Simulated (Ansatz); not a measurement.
**Ba₃Na: how the plane-wave cutoff moves the results**

Method: Ansatz 0.2.0, DFT PBEsol, scalar-relativistic, plane waves, PAW.

```yaml
crystal:
  lattice:
    - [6.23259, 0.00000, 0.00000]
    - [0.00000, 6.23259, 0.00000]
    - [0.00000, 0.00000, 6.23259]
  atoms:
    - { symbol: Na, position: [0.00000, 0.00000, 0.00000] }
    - { symbol: Ba, position: [0.00000, 0.50000, 0.50000] }
    - { symbol: Ba, position: [0.50000, 0.00000, 0.50000] }
    - { symbol: Ba, position: [0.50000, 0.50000, 0.00000] }
```

The Γ-centred k-mesh is 8×8×8 and the occupation rule is Gaussian smearing, 0.1 eV. The spin treatment is unpolarised and the valence charge of the PAW sets is Na 9, Ba 10.

The atoms are held and the plane-wave cutoff is swept. Energies are extrapolated to zero smearing and count from the reference run, 500 eV. The cell isn't necessarily relaxed at this level. Spin–orbit coupling is left out. Pressure is positive in compression and holds a correction for the finite cutoff (Pulay stress).

Q: Tried: 250, 300, 350, 420, 500 eV. From which plane-wave cutoff on does the energy per atom stay within 100, 10 and 1 meV of the reference?

A: 300 for 100 meV, 350 for 10 meV, 420 for 1 meV. The reference itself isn't shown to be converged.

| cutoff (eV) | ΔE (meV/atom) | P (GPa) | plane waves at Γ |
| --- | --- | --- | --- |
| 250 | 174 | -0.70 | 2109 |
| 300 | 20.8 | -0.70 | 2897 |
| 350 | 1.54 | -0.70 | 3695 |
| 420 | 0.11 | -0.70 | 4729 |
| 500 | 0.00 | -0.70 | 6187 |